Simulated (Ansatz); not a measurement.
## Notes on YSb$_{2}$

```
CELL_PARAMETERS angstrom
-3.54620 3.54620 3.09787
3.54620 -3.54620 3.09787
3.54620 3.54620 -3.09787
ATOMIC_POSITIONS crystal
Sb 0.65156 0.15156 0.80312
Sb 0.15156 0.34844 0.50000
Sb 0.34844 0.84844 0.19688
Sb 0.84844 0.65156 0.50000
Y 0.25000 0.25000 0.00000
Y 0.75000 0.75000 0.00000
```

Method: r2SCAN, no spin polarisation; PAW, plane waves to 500 eV, 7×7×7 Γ-centred mesh, fermi-dirac occupations (width 0.1 eV) (Ansatz 0.2.0), atoms fixed.

Q: Describe some of the short contacts.

A: Sb–Sb at 3.04 Å: least valence density 0.29 e/Å³ and ELF 0.69 there. Y–Y at 3.10 Å: least valence density 0.12 e/Å³ and ELF 0.06 there. Sb–Y at 3.11 Å: least valence density 0.20 e/Å³ and ELF 0.21 there. Both are smooth PAW fields, read partly inside the augmentation spheres.

Q: How is the charge shared?

A: Bader charges in e: Y +1.48, Sb -0.74. In the mean Y gives up most and Sb takes most.

Q: Is there a gap?

A: It is a metal, with about 3.9 states/eV a cell as the mean within 0.25 eV of the Fermi level, mostly Sb p (54 %) and Y d (42 %).

Q: What does the stress say?

A: The pressure is 5.5 GPa (compression positive), so with the atoms held at these fractions the cell would first expand. The principal stresses 2.7, 2.7, 11.0 GPa differ, so its shape would change too.

Q: Where is the largest force?

A: The largest is on Sb2 (and as large on other atoms): 0.76 eV/Å, components (0.53, -0.53, 0.00). It makes 0° with the line to a nearest neighbour, Sb4 at 3.04 Å, pointing towards it.

Origin: a known structure type with other elements, at an estimated volume, so it need not be a known compound.
